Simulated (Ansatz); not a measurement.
Data:

VSi₂ (CrSi2 type, space group P6_222)

```
VSi2
1.0
    4.56611     0.00000     0.00000
   -2.28305     3.95437     0.00000
    0.00000     0.00000     6.36620
V Si
3 6
Direct
  0.50000   0.00000   0.50000
  0.50000   0.50000   0.83333
  0.00000   0.50000   0.16667
  0.16284   0.32568   0.50000
  0.83716   0.16284   0.83333
  0.67432   0.83716   0.16667
  0.83716   0.67432   0.50000
  0.16284   0.83716   0.83333
  0.32568   0.16284   0.16667
```

Equation-of-state scan: isotropic scaling of the cell above, V₀ being its volume. The atoms relax within the cell's symmetry.

The numbers are results of PBE (plane waves to 420 eV, PAW, scalar-relativistic; Ansatz, a first-principles code), not measurements. k mesh 12×12×8 (Γ-centred), Fermi-Dirac smearing 0.05 eV. E stands for the smeared free energy. Stress and pressure are positive under compression. With the shape held, the modulus is that of even scaling; a crystal free to change shape is softer. VSi2 is run without spin polarisation. VSi2 was relaxed with its symmetry unable to fall. ΔE is measured from the relaxed starting cell.

The scan covers V/V₀ from 0.900 to 1.100 in 13 points.

**Question.** What is the fitted pressure derivative B₀′?

**Answer.** 4.4.

**Question.** What bulk modulus at fixed cell shape B₀ follows from a third-order Birch-Murnaghan fit?

**Answer.** 175 GPa.

(Under strain, the slope of the energy per volume gives the stress and its curvature an elastic modulus.)
